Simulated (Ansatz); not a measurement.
An Ansatz (a quantum-chemistry and plane-wave program) run. Input:

Ansatz 0.2 input:
```yaml
crystal:
  lattice:
    - [2.4448112973, 0.0, 0.0]
    - [-1.2224056486, 2.1172686909, 0.0]
    - [0.0, 0.0, 6.6710500565]
  atoms:
    - { symbol: C, position: [0.0, 0.0, 0.25] }
    - { symbol: C, position: [0.0, 0.0, 0.75] }
    - { symbol: C, position: [0.3333333333, 0.6666666667, 0.25] }
    - { symbol: C, position: [0.6666666667, 0.3333333333, 0.75] }
kpoints:
  mp_grid: { grid: [40, 40, 13] }
hamiltonian:
  xc: lda
  pseudopotentials: { kind: paw }
scf:
  occupations: { method: fermi_dirac, width: 0.1 }
elastic: { mode: relaxed_ion, stencil: two_point, amplitude: 0.005, f_tol: 0.0005 }
```

Output (shortened):

```
Pseudopotential: C, paw, valence charge 4
Functional definition: SPW92
Crystal: 4 atoms, lattice volume = 34.532 Å³
Basis set: ecut = 420 eV, 653 PW (Γ)
Bands: 12, of which v1, the nominal top of the filled ones, is band 8 counted from 1 (7 counted from 0)
Symmetry: 24 space group operations
Space group: P63/mmc (ITA 194), of the structure as read, at distance tolerance 3.3e-5 Å
k-points: 1078 of 20800
SCF 1 converged in 9 iterations: F = -971.934569 eV  dr2 = 2.08e-15
Crystal: 4 atoms, lattice volume = 34.359 Å³
Basis set: ecut = 420 eV, 649 PW (Γ)
Symmetry: 8 space group operations
k-points: 2947 of 20800
SCF 2 converged in 7 iterations: F = -971.931446 eV  dr2 = 7.30e-14
relax step   1: F+E_penalty+E_count = -971.93144558 eV  Δ(F+E_penalty+E_count) = +0.000e0 eV  max|allowed force component| = 6.902e-2 eV/Å  Δτ_max = 0.0000 Å  (7 SCF iters, accepted)
Crystal: 4 atoms, lattice volume = 34.359 Å³
SCF 3 converged in 7 iterations: F = -971.931505 eV  dr2 = 3.34e-15
relax step   2: F+E_penalty+E_count = -971.93150465 eV  Δ(F+E_penalty+E_count) = -5.907e-5 eV  max|allowed force component| = 3.804e-2 eV/Å  Δτ_max = 0.0028 Å  (7 SCF iters, accepted)
Crystal: 4 atoms, lattice volume = 34.359 Å³
SCF 4 converged in 6 iterations: F = -971.931530 eV  dr2 = 3.69e-14
relax step   3: F+E_penalty+E_count = -971.93152990 eV  Δ(F+E_penalty+E_count) = -2.525e-5 eV  max|allowed force component| = 1.734e-4 eV/Å  Δτ_max = 0.0014 Å  (6 SCF iters, accepted)
Crystal: 4 atoms, lattice volume = 34.359 Å³
SCF 5 converged in 6 iterations: F = -971.931530 eV  dr2 = 0.0
Crystal: 4 atoms, lattice volume = 34.704 Å³
SCF 6 converged in 7 iterations: F = -971.931635 eV  dr2 = 1.98e-14
relax step   1: F+E_penalty+E_count = -971.93163505 eV  Δ(F+E_penalty+E_count) = +0.000e0 eV  max|allowed force component| = 6.357e-2 eV/Å  Δτ_max = 0.0000 Å  (7 SCF iters, accepted)
Crystal: 4 atoms, lattice volume = 34.704 Å³
SCF 7 converged in 7 iterations: F = -971.931709 eV  dr2 = 6.92e-15
relax step   2: F+E_penalty+E_count = -971.93170860 eV  Δ(F+E_penalty+E_count) = -7.355e-5 eV  max|allowed force component| = 1.618e-3 eV/Å  Δτ_max = 0.0037 Å  (7 SCF iters, accepted)
Crystal: 4 atoms, lattice volume = 34.704 Å³
SCF 8 converged in 10 iterations: F = -971.931709 eV  dr2 = 0.0
relax step   3: F+E_penalty+E_count = -971.93170866 eV  Δ(F+E_penalty+E_count) = -5.886e-8 eV  max|allowed force component| = 1.796e-5 eV/Å  Δτ_max = 0.0003 Å  (10 SCF iters, accepted)
Crystal: 4 atoms, lattice volume = 34.704 Å³
SCF 9 converged in 6 iterations: F = -971.931709 eV  dr2 = 0.0
Crystal: 4 atoms, lattice volume = 34.359 Å³
SCF 10 converged in 7 iterations: F = -971.934587 eV  dr2 = 7.15e-15
Crystal: 4 atoms, lattice volume = 34.704 Å³
SCF 11 converged in 5 iterations: F = -971.934396 eV  dr2 = 9.80e-15
Crystal: 4 atoms, lattice volume = 34.531 Å³
Symmetry: 4 space group operations
k-points: 5341 of 20800
SCF 12 converged in 8 iterations: F = -971.934552 eV  dr2 = 2.41e-14
relax step   1: F+E_penalty+E_count = -971.93455191 eV  Δ(F+E_penalty+E_count) = +0.000e0 eV  max|allowed force component| = 5.651e-5 eV/Å  Δτ_max = 0.0000 Å  (8 SCF iters, accepted)
Crystal: 4 atoms, lattice volume = 34.531 Å³
SCF 13 converged in 6 iterations: F = -971.934552 eV  dr2 = 5.08e-18
Crystal: 4 atoms, lattice volume = 34.531 Å³
SCF 14 converged in 8 iterations: F = -971.934552 eV  dr2 = 6.97e-14
relax step   1: F+E_penalty+E_count = -971.93455191 eV  Δ(F+E_penalty+E_count) = +0.000e0 eV  max|allowed force component| = 5.643e-5 eV/Å  Δτ_max = 0.0000 Å  (8 SCF iters, accepted)
Crystal: 4 atoms, lattice volume = 34.531 Å³
SCF 15 converged in 6 iterations: F = -971.934552 eV  dr2 = 3.26e-19
SCF converged after 9 iterations
Free energy (F): -971.934569 eV
Harris-Foulkes:  -971.934569 eV  (|F-HF|=0.00e0)
Internal energy: -971.933005 eV  (E = F + TS)
E sigma→0 (E₀):  -971.933787 eV
Entropy (-TS):   -0.001564 eV (-0.391 meV/atom)
Fermi energy:    6.950853 eV
--- Per-component energies (eV) ---
  E_band       = -35.007741
  E_kinetic    = 366.151212
  E_local      = -614.915270  (includes V_loc(G=0)·N_el)
  E_nonlocal   = 114.297413
  E_hartree    = 183.801654
  E_xc         = -190.712613
  E_vxc        = -237.135772  (∫ρ·V_xc dr)
  E_paw        = -367.852311  (= ΣΔE_a)
  E_vpaw       = -31.008668  (= ΣTr[D̂ρ^β])
  E_aug_tail   = 0.000038  (compensation charges beyond the density's cutoff)
  E_ewald      = -462.954456
  E_core_change = 0.251330  (= ΣΔE_core)
  E_smearing   = -0.001564  (= −TS)
  E_closure    = 0.000000  (closes the sum)
  Σ components = -971.934569   (vs F -971.934569, Δ=0.00e0)
--- Forces (eV/Å), atoms counted from 1 ---
  atom   1  C      0.00000000     0.00000000     0.00000000
  atom   2  C      0.00000000     0.00000000     0.00000000
  atom   3  C      0.00000000     0.00000000     0.00000000
  atom   4  C      0.00000000     0.00000000     0.00000000
  max |Σ_I F_I| component: 1.48e-16 eV/Å
--- Stress (GPa, compression-positive) ---
        0.057811       0.000000       0.000000
        0.000000       0.057811       0.000000
        0.000000       0.000000      -0.094568
  P = ⅓ Tr σ = 0.0070 GPa (0.070 kbar)
--- Band table (eV; the first three rows and the last of 1078) ---
  k-point 0: bands = ["-12.6932", "-12.3615", "-1.8322", "0.2667", "3.9516", "3.9516", "3.9701", "3.9701", "10.8006", "15.4033", "15.4033", "15.4580"]
  k-point 1: bands = ["-12.6887", "-12.3667", "-1.8068", "0.2283", "3.9519", "3.9519", "3.9698", "3.9698", "10.8768", "15.4041", "15.4041", "15.4572"]
  k-point 2: bands = ["-12.6755", "-12.3819", "-1.7313", "0.1172", "3.9527", "3.9527", "3.9689", "3.9689", "11.1005", "15.4064", "15.4064", "15.4537"]
  k-point 1077: bands = ["-5.6906", "-5.6737", "-5.3230", "-5.3110", "-3.7700", "-3.7666", "6.6400", "6.7415", "7.1422", "7.2231", "16.8250", "16.8327"]
--- Elastic constants: 3 strain directions × 2 members + reference (group order 24) ---
  dense FFT box of the reference and of every strained cell: 18×18×45
  strains applied: 11, 33, 23; error gains …
  C = ∂σ_k/∂η_j (tension-positive GPa; Voigt order 11 22 33 23 13 12):
      1093.278    211.352     -2.591      0.000      0.000      0.000
       211.352   1093.278     -2.591      0.000      0.000      0.000
        -2.743     -2.743     27.369      0.000      0.000      0.000
         0.000      0.000      0.000      4.127      0.000      0.000
         0.000      0.000      0.000      0.000      4.127      0.000
         0.000      0.000      0.000      0.000      0.000    440.963
  reference stress σ⁰ (GPa):     -0.058     -0.058      0.095      0.000      0.000      0.000
  moduli (Voigt/Reuss/Hill, GPa): K = 291.77/26.05/158.91   G = 223.70/9.29/116.50   E = 280.86   ν = 0.205
  mechanically stable: yes (min eigenvalue of sym C = 4.13 GPa)
  strain η (Voigt 11):  stress-route row diagonal C_11 = 1093.28 GPa, energy-path curvature d²(F+E_count+ΔE)/dδ²/Ω₀ = 1093.23 GPa
         δ    σ_11 (GPa)             F (eV)   n_scf  n_hpsi   n_pw
    -5.000e-3      -5.5978        -971.9315299       6  547836    687   relax 3 steps, max|allowed force component| 1.73e-4 eV/Å
     5.000e-3       5.3350        -971.9317087       6  543329    695   relax 3 steps, max|allowed force component| 1.80e-5 eV/Å
  strain η (Voigt 33):  stress-route row diagonal C_33 = 27.37 GPa, energy-path curvature d²(F+E_count+ΔE)/dδ²/Ω₀ = 27.38 GPa
         δ    σ_33 (GPa)             F (eV)   n_scf  n_hpsi   n_pw
    -5.000e-3      -0.0473        -971.9345873       7  267018    686   relax 0 steps, max|allowed force component| 2.59e-16 eV/Å
     5.000e-3       0.2264        -971.9343960       5  229727    694   relax 0 steps, max|allowed force component| 4.44e-16 eV/Å
  strain η (Voigt 23):  stress-route row diagonal C_44 = 4.13 GPa, energy-path curvature d²(F+E_count+ΔE)/dδ²/Ω₀ = 4.12 GPa
         δ    σ_23 (GPa)             F (eV)   n_scf  n_hpsi   n_pw
    -5.000e-3      -0.0206        -971.9345519       6  986658    692   relax 1 steps, max|allowed force component| 5.65e-5 eV/Å
     5.000e-3       0.0206        -971.9345519       6  987018    692   relax 1 steps, max|allowed force component| 5.64e-5 eV/Å
```

Cost: very roughly 18 core-minutes on shared cores.

Space group P6_3/mmc (graphite). The cell was relaxed with LDA under the symmetry of its start. A crystal of weakly bound layers computed without a dispersion correction: the cell and the soft elastic constants depend strongly on that. As this level gives no gap, shear constants depend on the k-mesh and smearing (Fermi–Dirac, 0.1 eV here).

Potentials: the later of the program's two PAW sets.

Ansatz is a plane-wave DFT program.
